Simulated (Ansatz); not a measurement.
Zn2C (antifluorite), relaxed with r2SCAN, was run in the PAW code Ansatz under altered settings. All numbers are computed, without spin polarisation but where a row says otherwise.

```
CELL_PARAMETERS angstrom
0.00000 2.57795 2.57795
2.57795 0.00000 2.57795
2.57795 2.57795 0.00000
ATOMIC_POSITIONS crystal
C 0.00000 0.00000 0.00000
Zn 0.25000 0.25000 0.25000
Zn 0.75000 0.75000 0.75000
```

The base run's other keys:
```yaml
kpoints:
  mp_grid: { grid: [4, 4, 4] }
hamiltonian:
  xc: hse06
scf:
  occupations: { method: fermi_dirac, width: 0.02 }
  n_extra_bands: 4
```

It takes 24 iterations with 645 plane waves at 420 eV and 8 k points, and leaves a mean stress of +1.04 GPa. The gap over this mesh is 0.810 eV.

Outcomes, with energy and stress as changes against the base:
```tsv
setting	outcome	ΔF (meV/atom)	Δ mean stress (GPa)	gap on the mesh (eV)	iterations
PBE hybrid, exx coeff 1.5, unscreened	refused	–	–	–	–
PBE hybrid, exx coeff 0.35, unscreened	converged	–	-1.3	2.200	28
PBE hybrid, exx coeff 0.15, omega 0.2078 1/Å	converged	–	+0.8	0.420	20
PBE hybrid, exx coeff 0.5, omega 0.2078 1/Å	converged	–	-1.8	1.850	32
basis.ecutwfc: 0	refused	–	–	–	–
scf.occupations: methfessel_paxton 4	not converged	–	–	–	28
```
A dash marks a value that wasn't obtained or can't be compared. Stress is positive in compression.

- PBE hybrid, exx coeff 1.5, unscreened. The program doesn't start. Error: invalid value for `hamiltonian.xc.exx.coeff`: must be finite and in (0, 1]; got 1.5
- PBE hybrid, exx coeff 0.35, unscreened. That is 35 % exact exchange, at all ranges, against HSE06's 25 % screened at 0.208 1/Å. The mean stress moves by -1.3 GPa and the gap on the mesh by +1.390 eV (to 2.200). Totals of different functionals aren't comparable.
- PBE hybrid, exx coeff 0.15, omega 0.2078 1/Å. That is 15 % exact exchange, screened with ω = 0.2078 1/Å, against HSE06's 25 % screened at 0.208 1/Å. The mean stress moves by +0.8 GPa and the gap on the mesh by -0.390 eV (to 0.420). Totals of different functionals aren't comparable.
- PBE hybrid, exx coeff 0.5, omega 0.2078 1/Å. That is 50 % exact exchange, screened with ω = 0.2078 1/Å, against HSE06's 25 % screened at 0.208 1/Å. The mean stress moves by -1.8 GPa and the gap on the mesh by +1.040 eV (to 1.850). Totals of different functionals aren't comparable.
- basis.ecutwfc: 0. The input is refused before any iteration. Error: invalid value for `basis.ecutwfc`: must be finite and > 0; got 0 eV
- scf.occupations: methfessel_paxton 4. The iterations end on a state that fails one of the program's checks, so there is no result. Error: refused after 4 iterations: little_group_invariance = 2.91e-2 (threshold 2.00e-3); the state that met every other criterion of the hybrid outer loop has lost the crystal's symmetry and is not regaining it fast enough for `scf.exx.max_outer_iter` (outer cycles, not inner-SCF steps) […]

The program warns that its thresholds are loose for a hybrid's stress.

The meshes of the hybrids are coarse, so their gaps aren't converged to the digits shown.
